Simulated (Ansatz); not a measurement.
# ReBi (NiAs-type structure)

Computed with Ansatz (plane waves, PAW, 420 eV cutoff): PBE, scalar-relativistic, no spin polarisation, Γ-centred 10×10×6 mesh, 0.05 eV Gaussian smearing; PAW files: Ansatz's generated set soft_2.

```yaml
crystal:
  lattice:
    - [4.56124, 0.00000, 0.00000]
    - [-2.28062, 3.95015, 0.00000]
    - [0.00000, 0.00000, 5.05343]
  atoms:
    - { symbol: Re, position: [0.00000, 0.00000, 0.00000] }
    - { symbol: Re, position: [0.00000, 0.00000, 0.50000] }
    - { symbol: Bi, position: [0.33333, 0.66667, 0.25000] }
    - { symbol: Bi, position: [0.66667, 0.33333, 0.75000] }
```

The structure was built from a prototype; whether the compound forms in it isn't claimed.

The cell is relaxed to zero pressure at this level.

Path: Γ–M–K–Γ–A–L–H–A | L–M | H–K, with Γ = (0.000, 0.000, 0.000), M = (0.500, 0.000, 0.000), K = (0.333, 0.333, 0.000), A = (0.000, 0.000, 0.500), L = (0.500, 0.000, 0.500), H = (0.333, 0.333, 0.500) in reciprocal vectors of the calculation's cell.

Bands as a text map, energy in eV from the Fermi level (dashes), each leg drawn with the same width:
```
  4.86 |*** * **           *****  *                           * ***  *     
  4.57 | *** *  *           *   **             *    *           *          
  4.29 |  ***                   * **                                       
  4.00 |   *     *         *        *         *          *     *      *    
  3.71 |  *               *    *     *               *  *     *            
  3.43 |  *       *      * *  *    * **      *         **    **        *   
  3.14 |**                  **    *    *              *     *              
  2.86 |   *       *    * *      *          *              * *             
  2.57 |*           *    *** *  *     * * **              ***           *  
  2.29 |************************         *             *        ***      **
  2.00 |    *       *  ***      *        ***              ***  **          
  1.71 |    *        * *               **   *              *****        ** 
  1.43 |              **       * *           *                         *  *
  1.14 |     *       * **                     *      **       *       *  * 
  0.86 |           **           *              **  **          *     *  *  
  0.57 |      *  ***              *              **   *      *  *  ** ***  
  0.29 |      *****           ****     **         *  *        *  *****   * 
  0.00 |***--******-----**-***---*-------*------**-**--*----**-****--*-----
 -0.29 | ****      *****  ***      *  *       **            ***           *
 -0.57 |**  *       *    *  ***   *       * **          *  **       *      
 -0.86 |  *        *   **  *       ***   ******     **   ***             * 
 -1.14 |  ** *    * ** *   *   *      **************  **  ******   ******  
 -1.43 |    * **********  *     *   *****           ******  *******     ***
 -1.71 |   * * ***      ***        *                        ***  **        
 -2.00 |    * ******    **       **  *****          *****  *  ***** *  *   
 -2.29 |     ***    ****         * **     **********     **     ***********
 -2.57 |     * *****     *      * **                       *      *  **    
 -2.86 |**    **        *   ****   *                        *******   *    
        Γ      M      K      Γ      A      L      H      AL       MH      K
```

By these bands, is it a metal or an insulator, and if it has a gap, where are the band edges on this path?

A metal: bands cross the Fermi level.

No spin–orbit coupling, a notable omission for heavy elements.
